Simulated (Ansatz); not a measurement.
The start is a randomly generated symmetric cell of NbP (space group No. 3). The structure is fully relaxed (lattice and positions, P = 0) with r2SCAN (plane waves to 500 eV, PAW, scalar-relativistic; Ansatz, a quantum-chemistry and plane-wave program). The first steps use a coarse 8×8×6 k-mesh.

Initial structure:
```
CELL_PARAMETERS angstrom
      2.91470     0.00000     0.00000
      0.00000     3.00613     0.00000
     -0.73274     0.00000     4.00064
ATOMIC_POSITIONS crystal
  Nb 0.50000 0.18123 0.50000
  P  0.00000 0.11617 0.00000
```

Initial pressure: +12 GPa (positive: the cell is compressed)
Largest initial force: about 0.7 eV/Å, on Nb1, P2 (atoms numbered as listed)
Outcome: The space group goes from P2 (No. 3) to Pm-3m (No. 221); the end is CsCl type, with 2 atoms in the primitive cell
Energy released: 0.99 eV/atom
Volume change: -14.4 %, from 17.53 to 15.01 Å³/atom
Shortest distances (start → end): The closest pairs of elements (up to four, under 3.6 Å), start → end: Nb–P 2.29 → 2.69 Å; Nb–Nb 2.91 → 3.11 Å; P–P 2.91 → 3.11 Å
Band gap at the end: zero (metallic)
Optimiser moves: 17

It ends as:

Space group Pm-3m (No. 221); a = b = c = 3.108 Å, α = β = γ = 90.00°

```json
[
 {"atom": "Nb", "site": "1b", "symmetry": "m-3m", "x": "0.5000", "y": "0.5000", "z": "0.5000"},
 {"atom": "P", "site": "1a", "symmetry": "m-3m", "x": "0.0000", "y": "0.0000", "z": "0.0000"}
]
```

Final values are on a 15×15×15 k-mesh of the relaxed cell. No spin polarisation in the result.

The run could not lose the symmetry of its start: the end is stationary, and may be a saddle point rather than a minimum.

The relaxed structure here is a generated cell of NbP: the first start was made by a random draw of sites in a space group, and the end was not matched to a known phase here, so it may be hypothetical.
